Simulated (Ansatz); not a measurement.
The start is a generated cell, ZrS2 placed in the marcasite structure type. The cell and all atomic positions are relaxed at zero pressure with PBEsol (plane waves to 420 eV, PAW, scalar-relativistic; Ansatz, a first-principles code). The first steps use a coarse 5×4×6 k-mesh.

The start:
```yaml
crystal:
  lattice:
    - [5.06463, 0.00000, 0.00000]
    - [0.00000, 6.18134, 0.00000]
    - [0.00000, 0.00000, 3.85881]
  atoms:
    - { symbol: Zr, position: [0.00000, 0.00000, 0.00000] }
    - { symbol: Zr, position: [0.50000, 0.50000, 0.50000] }
    - { symbol: S, position: [0.20040, 0.37870, 0.00000] }
    - { symbol: S, position: [0.70040, 0.12130, 0.50000] }
    - { symbol: S, position: [0.29960, 0.87870, 0.50000] }
    - { symbol: S, position: [0.79960, 0.62130, 0.00000] }
```

- Largest initial force = 1.32 eV/Å, on S3, S4, S5, S6 (atoms numbered as listed)
- Outcome = The space group stays Pnnm (No. 58) (the run could not lower it); the end is AFLOW prototype AB2_oP6_58_a_g (as in Fe2C), with 6 atoms in the primitive cell
- Energy released = 0.19 eV/atom
- Shortest distances (start → end) = The closest pairs of elements (up to four, under 3.6 Å), start → end: S–Zr 2.55 → 2.52 Å; S–S 2.52 → 3.46 Å
- Band gap at the end = 0.32 eV, direct at Γ (no spin-orbit coupling)
- Optimiser moves = 11

Final values are on a 6×5×9 k-mesh of the relaxed cell. No spin polarisation in the result.

The run could not lose the symmetry of its start: the end is stationary, and may be a saddle point rather than a minimum.

The relaxed structure here is a generated cell of ZrS2: the first start was made by placing the elements on the sites of a structure type, and the end was not matched to a known phase here, so it may be hypothetical. Known forms of ZrS2 include space group No. 164.
